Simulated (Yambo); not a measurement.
G0W0@PBEsol for ZnSe (zinc blende, space group F-43m, No. 216) in Yambo. Reference settings: 4×4×4 Γ-centred k mesh, bands 10 to 110 and a 10 Ry block in the screening, 110 bands in G with the Bruneval-Gonze terminator, plasmon pole fitted at 27.2 eV. The PBEsol gap Γ → Γ on this mesh is 1.24 eV; G0W0 gaps are taken between the same points.

| change from the reference | G0W0 gap Γ → Γ (eV) | shift of the valence edge (eV) |
|---|---|---|
| reference settings | 2.75 | -1.29 |
| 29 bands in W, 29 bands in G, 4 Ry block | 2.90 | -0.93 |
| 2×2×2 mesh | 2.67 | -1.16 |
| exchange cut at 40 Ry | 2.61 | -1.09 |
| 2 Ry block | [?] | -1.10 |
| 29 bands in W, 29 bands in G, no terminator | 2.87 | -0.61 |
| 43 bands in W, 43 bands in G, 6 Ry block | 2.77 | -1.06 |
| 87 bands in W, 87 bands in G, 4 Ry block, no terminator | [?] | -1.10 |

Task: Estimate the withheld gaps from the other rows; the computed values follow.

Result: 
- 2 Ry block, G0W0 gap Γ → Γ (eV): 2.63
- 87 bands in W, 87 bands in G, 4 Ry block, no terminator, G0W0 gap Γ → Γ (eV): 2.65

The reference isn't shown to be the converged limit.

The standard potential for Se keeps a d shell in the valence without the s and p states of that shell. In tests on such compounds this moved G0W0 gaps by up to about 0.9 eV, so absolute quasiparticle energies here are unreliable; differences between settings are what counts.

Spin-orbit coupling is not included.

Geometry relaxed with PBEsol; primitive cell a = 3.9830 Å, b = 3.9830 Å, c = 3.9830 Å, α = 60.00°, β = 60.00°, γ = 60.00°.

A shift is the quasiparticle energy of the state minus its PBEsol energy.
